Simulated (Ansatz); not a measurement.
CaF2 (fluorite, Fm-3m), plane-wave PAW LDA (Ansatz code). The conduction-band minimum lies at Γ, with 1 equivalent valley. Second derivatives d²E/dk² of the lowest band at one valley (eV·Å²), along Cartesian directions:

| direction | d²E/dk² |
|---|---|
| [100] | 13.87 |
| [010] | 13.87 |
| [001] | 13.87 |
| [110] | 13.87 |
| [101] | 13.87 |
| [011] | 13.87 |

Task: Find the principal effective masses, the density-of-states mass and the conductivity mass.

Result: Off-diagonal terms follow from H_xy = H[110] − (H_xx + H_yy)/2, and m*/mₑ = 7.620 eV·Å² over each eigenvalue: 0.55, 0.55, 0.55. One valley's DOS mass (m₁m₂m₃)^(1/3) = 0.55, conductivity mass 3/(Σ 1/mᵢ) = 0.55 mₑ.

Task: What effective density of states Nc follows at 300 K for parabolic valleys?

Result: Nc = 2.509e19 × 1 × (0.55)^(3/2) ≈ 1.0e19 cm⁻³.

The cell was relaxed with LDA under the symmetry of its start.

Potentials: the earlier of the program's two PAW sets.

Edges and masses are those of Kohn–Sham bands, whose gap is no quasiparticle gap.
